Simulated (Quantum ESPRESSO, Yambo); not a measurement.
Rb$_{2}$YAgF$_{6}$ (space group Fm-3m, No. 225): one geometry, one set of PBEsol (pw.x of Quantum ESPRESSO, ONCV potentials, scalar-relativistic) orbitals, self-energies from Yambo (2×2×2 Γ-centred k mesh, bands 6 to 282 and a 7 Ry block in the screening, 282 bands in G with the Bruneval-Gonze terminator, plasmon pole fitted at 27.2 eV).

```
level                                                        gap L → Γ (eV)  direct gap at Γ (eV)
-----------------------------------------------------------  --------------  --------------------
PBEsol (Quantum ESPRESSO)                                              2.68                  2.95
exchange only (Hartree-Fock self-energy on PBEsol orbitals)           14.01                 14.25
static COHSEX@PBEsol                                                    ___                   ___
G0W0@PBEsol, plasmon pole                                              5.98                  6.30
G0W0@PBEsol, multipole fit to 8 frequencies, no terminator              ___                   ___
```

### Question
Some entries are withheld; supply them.

### Answer

- static COHSEX@PBEsol, gap L → Γ (eV): 6.86
- static COHSEX@PBEsol, direct gap at Γ (eV): 7.22
- G0W0@PBEsol, multipole fit to 8 frequencies, no terminator, gap L → Γ (eV): 5.75
- G0W0@PBEsol, multipole fit to 8 frequencies, no terminator, direct gap at Γ (eV): 6.07

Bare exchange has no screening and gives the widest gap; static COHSEX screens it but leaves out the frequency dependence, which G0W0 restores.

Nearest settings tried, and what they do to the gap: 115 bands in W, 115 bands in G: +378 meV. Not varied: block, mesh. So the settings aren't converged at that level. The k mesh is coarse.

Spin-orbit coupling is not included.

Geometry of the Materials Project entry, not relaxed at this level; primitive cell a = b = c = 6.4251 Å, α = β = γ = 60.00°.

The structure is a Materials Project entry; no match was found in the copy of COD used, and its stability was not checked.
